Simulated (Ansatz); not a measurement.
GaMo₃N (anti-perovskite, Pm-3m) at seven volumes, r²SCAN (plane waves, PAW; program Ansatz), scaled uniformly. One row is withheld.

| V (Å³/atom) | P (GPa) |
|---|---|
| 12.408 | ? |
| 12.817 | 18.33 |
| 13.227 | 8.42 |
| 13.636 | 0.00 |
| 14.045 | -7.15 |
| 14.454 | -13.23 |
| 14.863 | -18.38 |

Fit the shown pressures and predict the withheld one.

Third-order Birch–Murnaghan: P = (3/2)B₀(x^(7/2) − x^(5/2))[1 + (3/4)(B′ − 4)(x − 1)] with x = (V₀/V)^(2/3). Least squares on the six rows gives V₀ = 13.636 Å³/atom, B₀ = 258.1 GPa, B′ = 4.42. At V = 12.408, x = 1.0649 and P = 30.02 GPa. The run itself gave 29.99 GPa.

The start of the workflow was typed in or built on a structure type; neither database checked (COD, Materials Project) lists it. Whether it is the stable phase at ambient conditions was not checked. Symmetry was held in the r²SCAN relaxation; whether a distortion lowers the energy is not shown. The workflow began spin-polarised and lost its moments.

Potentials: the later of the program's two PAW sets.
